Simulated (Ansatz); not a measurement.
Given:

AgI:
```
CELL_PARAMETERS angstrom
      4.68514     0.00000     0.00000
     -2.34257     4.05745     0.00000
      0.00000     0.00000     7.66210
ATOMIC_POSITIONS crystal
  Ag 0.33333 0.66667 0.00251
  Ag 0.66667 0.33333 0.50251
  I  0.33333 0.66667 0.37739
  I  0.66667 0.33333 0.87739
```

This is the PBE-relaxed structure.

Problem. All from PBE (plane waves, PAW; program Ansatz), unless another level is named. Predict the gap with spin–orbit coupling.

Solution. 1.14 eV.

Problem. And the electron effective mass with spin–orbit coupling?

Solution. 0.16, 0.17, 0.17 mₑ (principal values).

Problem. And the weight of the conduction-edge state by species (Voronoi cells)?

Solution. Ag 68 %, I 32 %.

Space group P6_3mc (wurtzite). The PBE relaxation kept the symmetry of its start. No spin polarisation was allowed. Scalar-relativistic: spin–orbit coupling is off unless named, which matters more the heavier the elements.

Potentials: the later of the program's two PAW sets.
